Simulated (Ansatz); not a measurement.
**What DFT gives for Ti**

```
Ti
1.0
    -1.65146    1.65146    1.65146
     1.65146   -1.65146    1.65146
     1.65146    1.65146   -1.65146
Ti
1
Direct
  0.00000 0.00000 0.00000
```

Single point in Ansatz 0.2.0 with LDA, no spin polarisation. Cutoff 420 eV, PAW datasets, 14×14×14 Γ-centred k mesh, fermi-dirac filling (width 0.1 eV).

Q: Is the cell too large or too small?

A: The pressure is -11.9 GPa (compression positive), so with the atoms held at these fractions the cell would first shrink.

Q: What do density and ELF say about some of the short contacts?

A: Ti–Ti at 2.86 Å: least valence density 0.18 e/Å³ and ELF 0.19 there. Both are smooth PAW fields, read partly inside the augmentation spheres.

Q: Is there a gap?

A: It is a metal, with about 2.5 states/eV a cell as the mean within 0.25 eV of the Fermi level, mostly Ti d (89 %).

Origin: a database entry at a rescaled volume. Caveats: many states at the Fermi level without spin polarisation, so a magnetic state may lie lower; atoms or cell far from equilibrium.
